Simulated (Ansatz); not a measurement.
This run works on a generated trial structure, not on a known crystal.

Input and command of a plane-wave DFT calculation in Ansatz:

```yaml
crystal:
  lattice:
    - [3.0928542985, 1.7856602618, 4.1524202758]
    - [-3.0928542985, 1.7856602618, 4.1524202758]
    - [0.0, -3.5713205236, 4.1524202758]
  atoms:
    - { symbol: Mg, position: [0.1191560442, 0.1191560442, 0.1191560442] }
    - { symbol: Mg, position: [0.8808439558, 0.8808439558, 0.8808439558] }
    - { symbol: Mg, position: [0.5, 0.5, 0.0] }
    - { symbol: Mg, position: [0.0, 0.5, 0.5] }
    - { symbol: Mg, position: [0.5, 0.0, 0.5] }
    - { symbol: Se, position: [0.5, 0.5, 0.5] }
basis:
  ecutwfc: 420
kpoints:
  mp_grid: { grid: [12, 12, 12] }
hamiltonian:
  xc: pbe
scf:
  occupations: { method: gaussian, width: 0.1 }
output:
  forces: true
  stress: true
  eigenvalues: true
relax:
  adjacent_minimum: "off"
  f_tol: 0.01
  max_steps: 80
  cell: { stress_tol: 0.05 }
```

```bash
ansatz run input.yaml --threads 1 --pin off --max-ram 2560MiB --backend cpu --events-out ev --progress --plain --runs-dir out
```

Processor: Intel(R) Xeon(R) Processor @ 2.50GHz (Skylake/Cascade Lake), 1 thread, on a host shared with other jobs.

Q: How long does it run, and how much memory does it take?

A: About 5.3 min, peak memory 0.93 GiB. It solves 40 bands at 189 k points (after reduction by symmetry) with about 2671 plane waves (on the last cell), in 18 SCF iterations over 3 ionic steps.
